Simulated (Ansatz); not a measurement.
TiN (rock salt)

```
CELL_PARAMETERS angstrom
      0.00000     2.12337     2.12337
      2.12337     0.00000     2.12337
      2.12337     2.12337     0.00000
ATOMIC_POSITIONS crystal
  N  0.00000 0.00000 0.00000
  Ti 0.50000 0.50000 0.50000
```

The slice is a {111} plane (indices of the conventional cell) through the point (0.500, 0.500, 0.500) (fractional), spanned by u = [100] and v = [-1 2 0] in vectors of this cell: u (3.00 Å) and v (5.20 Å, at 90° to u). It covers one period; positions are fractions (u, v).

Level of theory: PBE (plane waves to 420 eV, PAW, scalar-relativistic; Ansatz, an electronic-structure program). k mesh 19×19×19. Inside the PAW spheres the values are not all-electron values, and peaks at nuclei hang on which shells count as valence. The PAW data are Ansatz's earlier set. TiN is run without spin polarisation. TiN was relaxed with its symmetry unable to fall.

Problem. Predict the map of the valence electron density on the slice.

Solution. 
```
|9986410000014689|
|8875310000013578|
|7754200000002457|
|4432100000001234|
|2210000000000012|
|0000000000000000|
|0000000000000000|
|0000000000000000|
|0000001222100000|
|0000123444321000|
|0000245777542000|
|0001357888753100|
|0001468999864100|
|0002478999874200|
|0001468999864100|
|0001357888753100|
|0000245777542000|
|0000123444321000|
|0000001222100000|
|0000000000000000|
|0000000000000000|
|0000000000000000|
|2210000000000012|
|4432100000001234|
|7754200000002457|
|8875310000013578|
|9986410000014689|
|9987420000024789|
```
Scale: ten equal steps from -0.71 (start of '0') to 1.08 (end of '9'), in the order '0123456789'. Values: log₁₀ of the valence density in e/Å³. The map has 16 points along u (one character each, u = 0 at the left) and 28 along v (v = 0 in the bottom row). The scale is logarithmic, as a density can span decades between atoms and voids.
